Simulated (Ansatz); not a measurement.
Given:

LaB:
```
CELL_PARAMETERS angstrom
      0.00000     2.84401     2.84401
      2.84401     0.00000     2.84401
      2.84401     2.84401     0.00000
ATOMIC_POSITIONS crystal
  La 0.00000 0.00000 0.00000
  B  0.50000 0.50000 0.50000
```

This is the r²SCAN-relaxed structure.

Task: All from DFT-r²SCAN in the program Ansatz with PAW potentials, unless another level is named. Estimate the electronic character.

Result: metallic (no gap).

Task: And the density of states at the Fermi level?

Result: 3.1 states/eV per atom (mean over ±0.08 eV).

Task: And the formation energy from the elements (no fitted shifts)?

Result: 0.53 eV/atom.

Task: What about the gap with spin–orbit coupling?

Result: none (metallic).

Space group Fm-3m (rock salt). The start of the workflow was typed in or built on a structure type; neither database checked (COD, Materials Project) lists it. Its standing as an ambient phase is unchecked. Symmetry was held in the r²SCAN relaxation. At this level the phase is mechanically unstable. Its formation energy is positive at this level, so the cell may be metastable or incomplete. The references are the lowest solids computed at this level, not always the standard phases. Scalar-relativistic: spin–orbit coupling is off unless named, which matters more the heavier the elements.

Potentials: the earlier of the program's two PAW sets.
